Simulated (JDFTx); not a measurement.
Pt(111) slab cut from bulk Pt (space group Fm-3m, indices of the conventional cell, lattice of the Materials Project entry mp-126, not re-optimised): 5 atoms in 5 planes, a (1×1) cell of 6.73 Å² (|a| = 2.788, |b| = 2.788 Å), 9.2 Å between the outermost planes, cell height 28.1 Å, 8×8×1 k mesh, Fermi smearing 0.01 Ha, no spin polarisation.

Adsorbate: H on both faces at 1.00 monolayer, started bridge and relaxed in vacuum, keeping the symmetry of the start.

All numbers are PBE, GBRV ultrasoft potentials, plane waves to 20/100 Ha results from a modified build of JDFTx, not measurements. The adsorption energy per H is [E(slab + 2 H) − E(slab)]/2 − (½ E(H2)), with the gas molecules relaxed at the same level and slab energies taken as (E + F)/2, the usual estimate of zero smearing. In reaction energies these potentials put H₂ about 0.03 eV too high against large-basis PBE. No zero-point energy or vibrational entropy is included. Both faces are alike, and the cell allows no reconstruction beyond its size.

**Question.** Predict the adsorption energy and the geometry, and the change of the work function.

**Answer.** -0.35 eV. H sits 1.08 Å above the highest substrate atom, bound to 2 Pt at 1.76 Å. The work function goes from 5.63 to 5.11 eV. In CANDLE, water, 1 M KF, at zero charge, the adsorption energy is -0.34 eV and the potential of zero charge moves from 0.92 to 0.45 V vs SHE (4.44 V convention).
